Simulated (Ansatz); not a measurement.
LaC₂:
Space group Immm (No. 71); a = 4.019 Å, b = 4.860 Å, c = 5.433 Å, α = β = γ = 90.00°

```json
[
 {"atom": "La", "site": "2a", "symmetry": "mmm", "x": "0.0000", "y": "0.0000", "z": "0.0000"},
 {"atom": "C", "site": "4h", "symmetry": "m2m", "x": "0.0000", "y": "0.1325", "z": "0.5000"}
]
```
(The calculation used a cell of 3 atoms; values per cell refer to that cell.)

Relaxed with r²SCAN.

Q: Which orbitals make up the states near the Fermi level in r²SCAN in the plane-wave PAW code Ansatz?

A: Within 0.5 eV of the Fermi level: La 5d 44 %, C 2p 37 %, La 4f 16 %. Projections are on Löwdin-orthogonalised atomic valence shells; empty p or d shells of many metals are not among them.

Q: Tabulate the density of states.

A: States/eV per cell of 3 atoms, in 0.25 eV bins, energy from the Fermi level.

```tsv
E (eV)	total	La 4f	C 2p	La 5d
-7.85	0.01	0.00	0.00	0.00
-7.60	0.42	0.00	0.14	0.07
-7.35	1.28	0.01	0.41	0.25
-7.10	2.15	0.02	0.72	0.38
-6.85	2.06	0.03	0.71	0.30
-6.60	1.17	0.02	0.41	0.13
-6.35	0.76	0.02	0.27	0.06
-6.10	0.14	0.00	0.05	0.00
-5.85	0.07	0.00	0.05	0.01
-5.60	0.39	0.00	0.28	0.06
-5.35	1.06	0.01	0.79	0.13
-5.10	2.21	0.02	1.65	0.30
-4.85	2.81	0.02	2.15	0.45
-4.60	4.23	0.04	3.26	0.67
-4.35	2.28	0.04	1.77	0.30
-4.10	2.96	0.06	2.25	0.36
-3.85	3.56	0.08	2.62	0.41
-3.60	2.29	0.07	1.61	0.25
-3.35	1.41	0.05	0.94	0.11
-3.10	0.73	0.03	0.49	0.03
-2.85	0.00	0.00	0.00	0.00
-2.60	0.00	0.00	0.00	0.00
-2.35	0.00	0.00	0.00	0.00
-2.10	0.00	0.00	0.00	0.00
-1.85	0.00	0.00	0.00	0.00
-1.60	0.23	0.00	0.07	0.16
-1.35	0.54	0.02	0.17	0.35
-1.10	0.57	0.03	0.19	0.34
-0.85	0.58	0.04	0.20	0.33
-0.60	0.63	0.06	0.22	0.34
-0.35	0.71	0.08	0.26	0.36
-0.10	0.80	0.11	0.30	0.37
0.15	0.97	0.17	0.37	0.40
0.40	1.19	0.24	0.44	0.47
0.65	1.60	0.35	0.50	0.68
0.90	1.60	0.37	0.53	0.62
1.15	2.48	0.65	0.87	0.81
1.40	3.05	1.07	0.85	0.98
1.65	3.38	1.72	0.68	0.86
1.90	3.62	2.24	0.35	0.91
2.15	8.85	7.48	0.13	1.06
2.40	16.31	15.53	0.09	0.55
```

The workflow started from a Materials Project entry (that database holds measured and hypothetical structures alike); the Crystallography Open Database copy checked does not list it. COD files the formula under space group No. 139. Its standing as an ambient phase is unchecked. Symmetry was held in the r²SCAN relaxation; its stability against distortions is not shown here. Spin–orbit coupling is left out wherever it is not named.

Potentials: the later of the program's two PAW sets.
